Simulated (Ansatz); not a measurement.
GaP (zinc blende)

```xyz
4
Lattice="0.0000 5.5064 5.5064 2.7532 0.0000 2.7532 2.7532 2.7532 0.0000" Properties=species:S:1:pos:R:3 pbc="T T T"
P      4.1298     4.1298     4.1298
P      4.1298     6.8831     6.8831
Ga     0.0000     0.0000     0.0000
Ga     2.7532     5.5064     2.7532
```

A phonon eigenvector at L = (0.5, 0.0, 0.0) is frozen into this cell: atom i moves by Q times the vector below, so Q is the largest atomic displacement, in Å. The cell is held. (q is in reciprocal vectors of the primitive cell; the cell shown is doubled to hold the pattern.)

```
atom       x       y       z
----  ------  ------  ------
P1    -0.098   0.098   0.098
P2     0.098  -0.098  -0.098
Ga3   -0.577   0.577   0.577
Ga4    0.577  -0.577  -0.577
```

The numbers are results of PBE (plane waves to 420 eV, PAW, scalar-relativistic; Ansatz, a quantum-chemistry and plane-wave program), not measurements. k mesh 5×10×10 (Γ-centred), Fermi-Dirac smearing 0.05 eV. E stands for the smeared free energy. As the smearing reaches across the gap at some points, energies and forces of such displacements shift with the k mesh and the smearing. GaP was relaxed with its symmetry unable to fall. The PAW data are Ansatz's earlier set. The zero of ΔE is the undisplaced structure. The last digit holds for this mesh only.

```json
[
 {"Q (Å)": "-0.2800", "ΔE (meV/cell)": "1018.3"},
 {"Q (Å)": "-0.2333", "ΔE (meV/cell)": "709.5"},
 {"Q (Å)": "-0.1867", "ΔE (meV/cell)": "454.6"},
 {"Q (Å)": "-0.1400", "ΔE (meV/cell)": "255.9"},
 {"Q (Å)": "-0.0933", "ΔE (meV/cell)": "withheld"},
 {"Q (Å)": "-0.0467", "ΔE (meV/cell)": "28.5"},
 {"Q (Å)": "0.0000", "ΔE (meV/cell)": "0.0"},
 {"Q (Å)": "0.0467", "ΔE (meV/cell)": "28.5"},
 {"Q (Å)": "0.0933", "ΔE (meV/cell)": "withheld"},
 {"Q (Å)": "0.1400", "ΔE (meV/cell)": "255.9"},
 {"Q (Å)": "0.1867", "ΔE (meV/cell)": "454.6"},
 {"Q (Å)": "0.2333", "ΔE (meV/cell)": "709.5"},
 {"Q (Å)": "0.2800", "ΔE (meV/cell)": "1018.3"}
]
```

### Question
Fit an even polynomial form (powers 2, 4, 6) to the given rows and predict ΔE at Q = 0.0933.

### Answer
Least squares on the 11 given rows: ΔE = (13030)·Q² + (1352)·Q⁴ + (-24070)·Q⁶, in meV/cell with Q in Å; root-mean-square residual 0.14 meV/cell. At 0.0933 the fit gives 113.5 meV/cell; the calculation gives 113.8 meV/cell, so the interpolation is off by -0.3 (-0.3 %). The quadratic term alone would give 113.4 meV/cell.

(For displaced atoms, the force is minus the slope of the energy, and its curvature is a force constant, which sets phonon frequencies.)
